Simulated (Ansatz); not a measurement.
CdSe:
```cif
data_CdSe
_chemical_formula_sum 'Cd1 Se1'
_space_group_name_H-M_alt 'P 1'
_space_group_IT_number 1
_cell_length_a 4.02036
_cell_length_b 4.02036
_cell_length_c 4.02036
_cell_angle_alpha 59.999
_cell_angle_beta 59.999
_cell_angle_gamma 59.999
loop_
_space_group_symop_operation_xyz
  'x, y, z'
loop_
_atom_site_label
_atom_site_type_symbol
_atom_site_fract_x
_atom_site_fract_y
_atom_site_fract_z
_atom_site_occupancy
Cd1 Cd 0.24996 0.24996 0.24996 1
Se1 Se 0.75004 0.75004 0.75004 1
```

Relaxed with r²SCAN. r²SCAN (plane waves, PAW; program Ansatz) gives no gap.

Problem. What gap does HSE06 give on the same cell (Ansatz, PAW)?

Solution. 0.39 eV. The hybrid was solved on a coarser mesh and at special points; its gap is the smallest among all of these. On such a mesh it can open a false gap in a semimetal.

```csv
k,v1 r²SCAN,c1 r²SCAN,v1 HSE06,c1 HSE06
Γ,-0.66,0.86,…,…
T,-0.04,3.58,…,…
F,-2.17,0.03,-2.28,0.39
S0,-1.46,1.95,…,…
H0,-3.02,3.41,…,…
```

Problem. Top valence (v1) and lowest conduction level (c1) in eV from each method's valence maximum (which need not be a listed point): supply the withheld HSE06 values.

Solution. 
- H0, v1 HSE06: -3.17
- H0, c1 HSE06: 3.96
- Γ, v1 HSE06: -0.64
- Γ, c1 HSE06: 1.16
- T, v1 HSE06: -0.02
- T, c1 HSE06: 3.85
- S0, v1 HSE06: -1.53
- S0, c1 HSE06: 2.37

Cost on shared cores: the r²SCAN run (SCF on a 12×12×12 mesh, then bands and DOS) very roughly 2.1 core-minutes, the HSE06 run (SCF on 6×6×6, then a few points) roughly 2.7 core-minutes; the tasks are unlike.

Space group Fm-3m (rock salt). This is a known high-pressure phase of the composition, computed here at zero pressure and temperature. The r²SCAN relaxation kept the symmetry of its start; of distortions, only those at the zone centre were tested. Point labels and valley counts follow the cell and symmetry of the run, lower than the named group. Spin–orbit coupling is left out wherever it is not named.

Potentials: the later of the program's two PAW sets.
